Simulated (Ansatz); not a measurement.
## Kick test of a cell of SrMgCl4

It was reached by relaxing an invented guess, and it needn't be the stable form of this composition.

Method: DFT PBE, scalar-relativistic, plane waves, PAW in Ansatz 0.2.0. Settings: cutoff 420 eV, Γ-centred mesh 6×6×4 on the computed 6-atom cell, Gaussian smearing of 0.02 eV; no spin polarisation.

The cell below (6 atoms, space group P4/mmm (No. 123)) is relaxed within its symmetry.

```
Sr Mg Cl
1.0
     4.71992    0.00000    0.00000
     0.00000    4.71992    0.00000
     0.00000    0.00000    6.80973
Sr Mg Cl
1 1 4
Direct
  0.50000 0.50000 0.50000
  0.00000 0.00000 0.00000
  0.50000 0.00000 0.23147
  0.00000 0.50000 0.76853
  0.50000 0.00000 0.76853
  0.00000 0.50000 0.23147
```

For the test a repeat of it with 12 atoms (edges 4.72, 4.72, 13.62 Å) was strained at random (σ = 1.5 % a component), the atoms were moved at random (σ = 0.15 Å), and all was relaxed again on a coarse 4×4×1 mesh (in the run’s order of axes) with 0.10 eV smearing, with no symmetry imposed.

Question: Is the structure stable against such a distortion?

Answer: It doesn't return. The energy falls by 129 meV/atom on that mesh, the volume changes by 11.3 %, and the end has space group P2 (No. 3) at a loose tolerance. Relaxed again on a 6×6×4 mesh with 0.02 eV smearing, the new structure lies 127 meV/atom below the first (mesh in the axes of the run's cell; the cell below is made exact in the group named). Space group P2 (No. 3), monoclinic, a = 5.084 Å, b = 5.063 Å, c = 6.848 Å, β = 106.0°. Sr is surrounded by 8 Cl at 3.04–3.10 Å; Mg is surrounded by 4 Cl at 2.36–2.40 Å; Cl on its first site has 1 Mg at 2.36 Å and 2 Sr at 3.04–3.10 Å; Cl on its second site has 1 Mg at 2.40 Å and 2 Sr at 3.07–3.09 Å.

```yaml
crystal:
  lattice:
    - [5.08380, 0.00000, 0.00000]
    - [0.00000, 5.06345, 0.00000]
    - [-1.89289, 0.00000, 6.58075]
  atoms:
    - { symbol: Sr, position: [0.50000, 0.53170, 0.50000] }
    - { symbol: Mg, position: [0.00000, 0.84408, 0.00000] }
    - { symbol: Cl, position: [0.38676, 0.02510, 0.23597] }
    - { symbol: Cl, position: [0.10029, 0.53663, 0.76448] }
    - { symbol: Cl, position: [0.61324, 0.02510, 0.76403] }
    - { symbol: Cl, position: [0.89971, 0.53663, 0.23552] }
```
